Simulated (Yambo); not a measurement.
G0W0@LDA for Cs2NaInF6 (space group Fm-3m, No. 225) in Yambo. Reference settings: 2×2×2 Γ-centred k mesh, bands 2 to 331 and a 8 Ry block in the screening, 331 bands in G with the Bruneval-Gonze terminator, plasmon pole fitted at 27.2 eV. The LDA gap L → Γ on this mesh is 5.35 eV; G0W0 gaps are taken between the same points.

With and without the terminator, as bands are cut:

| bands in G (in W) | gap, terminator (eV) | gap, none (eV) | valence shift, terminator (eV) | valence shift, none (eV) |
|---|---|---|---|---|
| 84 (84) | 9.507 | 9.497 | -1.933 | -1.638 |
| 128 (128) | 9.148 | 9.090 | -1.927 | -1.618 |
| 185 (185) | 8.984 | 8.904 | -1.973 | -1.686 |
| 257 (257) | 8.907 | 8.821 | -2.015 | -1.769 |
| 331 (331) | 8.874 | 8.791 | -2.035 | -1.827 |

Over this range the gap spans 0.633 eV with the terminator and 0.706 eV without, the valence shift 0.108 eV and 0.209 eV. Neither column has reached its limit for certain.

The standard potential for In keeps a d shell in the valence without the s and p states of that shell. In tests on such compounds this moved G0W0 gaps by up to about 0.9 eV, so absolute quasiparticle energies here are unreliable; differences between settings are what counts.

Spin-orbit coupling is not included.

Geometry of the Materials Project entry, not relaxed at this level; primitive cell a = b = c = 6.274 Å, α = β = γ = 60.00°.

A shift is the quasiparticle energy of the state minus its LDA energy.
